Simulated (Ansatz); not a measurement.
BaZrO3:
```
BaZrO3
1.0
    4.22716     0.00000     0.00000
    0.00000     4.22716     0.00000
    0.00000     0.00000     4.22716
O Ba Zr
3 1 1
Direct
  0.00000   0.50000   0.50000
  0.50000   0.00000   0.50000
  0.50000   0.50000   0.00000
  0.00000   0.00000   0.00000
  0.50000   0.50000   0.50000
```

Relaxed with PBE.

**Question.** Decompose the optical modes at the zone centre into irreducible representations, and say which are infrared and Raman allowed.

**Answer.** Point group m-3m: Γ_opt = 3T1u + T2u. Infrared: T1u. Raman: none.

**Question.** Assign frequencies (DFPT, DFT-PBE in the program Ansatz with PAW potentials; without the LO–TO term).

**Answer.** T1u 86, T1u 182, T2u 186, T1u 472 cm⁻¹.

Space group Pm-3m (cubic perovskite). The cell was relaxed with PBE under the symmetry of its start. At this level the phase is dynamically unstable (imaginary phonons). The run is not spin-polarised. Spin–orbit coupling is left out wherever it is not named.

Potentials: the later of the program's two PAW sets.
